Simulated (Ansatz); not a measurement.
**Response of LaTe to small distortions**

```xyz
2
Lattice="0.0000 3.2110 3.2110 3.2110 0.0000 3.2110 3.2110 3.2110 0.0000" Properties=species:S:1:pos:R:3 pbc="T T T"
La    0.0000    0.0000    0.0000
Te    3.2110    3.2110    3.2110
```

Atoms are numbered in the order listed.

The conventional cell has a = 6.422 Å, b = 6.422 Å, c = 6.422 Å, α = 90.00°, β = 90.00°, γ = 90.00°. La (atom 1) is surrounded by 6 Te at 3.21 Å. Te (atom 2) is surrounded by 6 La at 3.21 Å.

The cell is COD entry 1537884, as deposited and not checked against the literature; nothing was relaxed.

Spin–orbit coupling is left out, though it moves levels of the heavy atoms by tenths of an eV or more.

The calculation used Ansatz 0.2.0, DFT, LDA, all-electron LAPW, scalar-relativistic.

The runs use a Γ-centred 10×10×10 k mesh, Fermi–Dirac smearing of 0.08 eV, basis error target 1 meV/atom, no spin polarisation.

The unchanged cell is at -2.14 GPa.

In a metal, stresses and small energies carry noise from the k mesh.

x, y and z are the Cartesian axes of the cell as listed; fractional coordinates follow a strain, and an engineering shear is twice the off-diagonal strain component.

(1) One change gave: energy change under 1 meV/atom; stress change (xx, yy, zz, yz, xz, xy) 0.00, 0.00, 0.00, 0.09, 0.09, 0.09 GPa, compression positive. Which change was it?
A. equal xy, yz and zx engineering shear strains of -2 %
B. equal xy, yz and zx engineering shear strains of -1 %
C. equal xy, yz and zx engineering shear strains of +2 %
D. equal xy, yz and zx engineering shear strains of +1 %

## Answers

(1) B. For equal xy, yz and zx engineering shear strains of -2 %: energy change +1 meV/atom; stress change (xx, yy, zz, yz, xz, xy) 0.00, 0.00, 0.00, 0.20, 0.20, 0.20 GPa, compression positive. For equal xy, yz and zx engineering shear strains of +1 %: energy change under 1 meV/atom; stress change (xx, yy, zz, yz, xz, xy) 0.00, 0.00, 0.00, -0.09, -0.09, -0.09 GPa, compression positive. For equal xy, yz and zx engineering shear strains of +2 %: energy change under 1 meV/atom; stress change (xx, yy, zz, yz, xz, xy) 0.00, 0.00, 0.00, -0.17, -0.17, -0.17 GPa, compression positive.
